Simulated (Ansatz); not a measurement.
Eigenvalues along a path: NbRh

```
CELL_PARAMETERS angstrom
2.84200 0.00000 0.00000
0.00000 2.84200 0.00000
0.00000 0.00000 3.80900
ATOMIC_POSITIONS crystal
Nb 0.00000 0.00000 0.00000
Rh 0.50000 0.50000 0.50000
```

The base volume is that of a database entry, so it needn't be at zero pressure; the structure needn't be the stable phase, at rest or compressed.

All numbers are LDA results (scalar-relativistic) from Ansatz 0.2.0, with a Γ-centred 13×13×10 k mesh, Fermi–Dirac smearing of 0.05 eV, no spin polarisation. Methods: LAPW: all electrons, basis error target 1 meV/atom.

Path points, in fractions of the reciprocal vectors: Γ (0.000, 0.000, 0.000), X (0.000, 0.500, 0.000), M (0.500, 0.500, 0.000), Z (0.000, 0.000, 0.500), R (0.000, 0.500, 0.500), A (0.500, 0.500, 0.500). Levels in eV from the Fermi level; bands 22 to 32, counted from the lowest band of the run. The gap is zero, the pressure -5.62 GPa.

```
# k(1/Å) point b22 b23 b24 b25 b26 b27 b28 b29 b30 b31 b32
0.000 Γ -7.16 -5.56 -5.08 -2.32 -2.32 -0.98 -0.74 1.15 4.13 4.13 4.35
0.158 - -7.03 -5.47 -4.99 -2.38 -2.28 -0.90 -0.80 1.14 2.91 4.08 4.12
0.316 - -6.64 -5.23 -4.70 -2.55 -2.17 -0.98 -0.72 1.17 1.67 3.53 3.91
0.474 - -6.05 -4.90 -4.24 -2.76 -2.00 -1.22 -0.61 0.58 1.36 2.82 3.66
0.632 - -5.33 -4.52 -3.69 -2.96 -1.79 -1.47 -0.72 -0.34 1.83 2.16 3.36
0.790 - -4.61 -4.07 -3.21 -3.11 -1.68 -1.58 -1.04 -1.03 1.63 2.32 3.07
0.948 - -4.11 -3.55 -3.19 -2.94 -1.81 -1.49 -1.41 -1.36 1.30 2.52 2.85
1.105 X -3.94 -3.22 -3.13 -3.02 -1.86 -1.65 -1.51 -1.35 1.18 2.52 2.76
1.263 - -3.79 -3.32 -3.29 -3.17 -2.34 -2.06 -0.88 -0.60 1.15 2.69 2.82
1.421 - -3.72 -3.68 -3.60 -3.34 -3.09 -1.62 0.01 0.32 1.11 2.96 3.06
1.579 - -4.26 -4.26 -3.97 -3.74 -2.64 -0.69 0.97 1.11 1.24 3.15 3.43
1.737 - -4.79 -4.75 -4.36 -4.27 -1.73 0.48 1.13 1.98 2.12 3.35 3.68
1.895 - -5.23 -5.13 -4.68 -4.65 -0.74 1.18 1.71 2.90 2.98 3.52 3.70
2.053 - -5.51 -5.36 -4.90 -4.89 0.13 1.27 2.77 3.47 3.50 3.64 3.71
2.211 M -5.60 -5.44 -4.97 -4.97 0.49 1.35 3.33 3.33 3.68 3.68 3.82
2.434 - -5.42 -5.28 -4.87 -4.77 -0.12 1.05 2.54 3.20 3.29 3.68 3.68
2.657 - -5.02 -4.82 -4.55 -4.19 -1.30 -0.08 1.72 2.14 2.54 2.89 3.70
2.881 - -4.76 -4.34 -4.07 -3.30 -2.50 -1.37 1.05 1.33 1.43 2.07 3.74
3.104 - -5.22 -4.38 -3.56 -3.49 -2.35 -1.70 0.38 0.42 1.36 1.83 3.82
3.327 - -6.16 -4.88 -4.38 -2.91 -2.02 -1.27 -0.35 0.85 1.20 2.77 3.94
3.551 - -6.89 -5.37 -4.90 -2.48 -2.21 -0.87 -0.82 1.14 2.37 3.88 4.07
3.774 Γ -7.16 -5.56 -5.08 -2.32 -2.32 -0.98 -0.74 1.15 4.13 4.13 4.35
3.892 - -7.08 -5.52 -5.05 -2.29 -2.29 -1.04 -0.73 1.07 4.00 4.00 4.23
4.010 - -6.86 -5.38 -4.96 -2.21 -2.21 -1.22 -0.71 0.83 3.66 3.66 3.70
4.128 - -6.50 -5.18 -4.82 -2.08 -2.08 -1.49 -0.67 0.42 3.00 3.19 3.19
4.245 - -6.04 -4.93 -4.63 -1.92 -1.92 -1.81 -0.64 -0.12 2.31 2.71 2.71
4.363 - -5.53 -4.68 -4.43 -2.13 -1.76 -1.76 -0.75 -0.60 1.74 2.28 2.28
4.481 - -5.08 -4.47 -4.25 -2.39 -1.63 -1.63 -1.30 -0.57 1.36 1.98 1.98
4.599 Z -4.89 -4.39 -4.17 -2.49 -1.58 -1.58 -1.53 -0.57 1.23 1.87 1.87
4.757 - -4.82 -4.31 -4.12 -2.52 -1.65 -1.62 -1.50 -0.74 1.40 1.97 2.05
4.915 - -4.72 -4.23 -3.86 -2.40 -1.90 -1.73 -1.29 -1.14 1.83 2.20 2.46
5.073 - -4.77 -4.36 -3.27 -2.13 -1.90 -1.87 -1.59 -0.93 2.42 2.43 2.95
5.231 - -4.95 -4.63 -2.60 -2.10 -2.07 -2.00 -1.23 -0.31 2.51 3.04 3.38
5.388 - -5.16 -4.89 -2.48 -2.32 -2.28 -1.18 -0.80 0.59 2.35 3.25 3.62
5.546 - -5.33 -5.06 -2.52 -2.47 -2.40 -0.55 -0.06 1.34 1.84 3.18 4.03
5.704 R -5.38 -5.12 -2.59 -2.46 -2.45 -0.46 0.96 1.05 1.62 3.16 4.12
5.862 - -5.26 -5.01 -2.69 -2.52 -2.41 -0.31 0.79 0.90 0.95 3.95 4.21
6.020 - -4.89 -4.72 -2.96 -2.72 -2.25 -0.17 0.15 0.21 0.91 4.15 5.21
6.178 - -4.33 -4.32 -3.30 -2.98 -2.00 -1.16 -0.46 0.84 0.89 4.08 6.23
6.336 - -3.90 -3.64 -3.64 -3.24 -1.99 -1.70 -1.07 0.74 1.79 4.13 7.40
6.494 - -3.92 -3.55 -3.44 -2.91 -2.63 -1.56 -1.44 0.61 2.45 4.62 8.55
6.652 - -4.09 -3.54 -3.31 -3.06 -2.28 -1.87 -1.33 0.52 2.65 5.53 8.46
6.810 A -4.15 -3.55 -3.22 -3.22 -1.98 -1.98 -1.36 0.49 2.67 6.02 8.49
7.033 - -4.03 -3.57 -3.20 -3.05 -2.25 -2.12 -1.28 0.55 2.63 5.13 8.29
7.256 - -3.71 -3.62 -3.12 -2.64 -2.53 -2.49 -1.43 0.71 2.34 3.50 7.15
7.480 - -3.66 -3.33 -3.00 -2.98 -2.95 -1.92 -1.77 0.97 1.74 1.90 5.78
7.703 - -3.68 -3.61 -3.46 -2.87 -2.79 -1.75 -1.72 0.52 1.28 1.51 4.72
7.926 - -4.25 -3.86 -3.84 -2.72 -2.29 -1.90 -1.31 -0.57 1.58 1.75 3.63
8.150 - -4.72 -4.22 -4.09 -2.58 -1.77 -1.75 -1.30 -0.85 1.51 1.79 2.45
8.373 Z -4.89 -4.39 -4.17 -2.49 -1.58 -1.58 -1.53 -0.57 1.23 1.87 1.87
```
